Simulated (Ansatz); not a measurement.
Rb$_{3}$ScCl$_{6}$ in space group Fm-3m (No. 225; Rb on 8c, Rb on 4b, Sc on 4a, Cl on 24e), DFT-r²SCAN in the program Ansatz with PAW potentials, all energies at zero smearing, with the estimated change up to a 700 eV cutoff added, with one set of potentials and settings (totals compare only within such a set). Cell of 10 atoms (3 Rb, 1 Sc, 6 Cl): -18499.019 eV.

```csv
element,reference phase,E (eV/atom)
Rb,"Cmcm, 2 atoms in the cell",-3278.0015
Sc,"P6_3/mmc, 2 atoms in the cell",-2140.5738
Cl,"Cmce, 4 atoms in the cell",-1083.6259
```

Formation energy per atom, worked out: (-18499.019 − 3×(-3278.0015) − 1×(-2140.5738) − 6×(-1083.6259))/10 = -2.269 eV/atom (-219 kJ per mol of atoms), at 0 K, without zero-point energy or fitted corrections.

The first step of the workflow began from a Materials Project structure, measured or hypothetical; the Crystallography Open Database files this formula in space group No. 225, but the cells were not matched. Its standing as an ambient phase is unchecked. Symmetry was held in the r²SCAN relaxation; its stability against distortions is not shown here. No spin polarisation was allowed. The references are the lowest solids computed at this level, not always the standard phases (solids in place of the gases).

Potentials: the later of the program's two PAW sets.
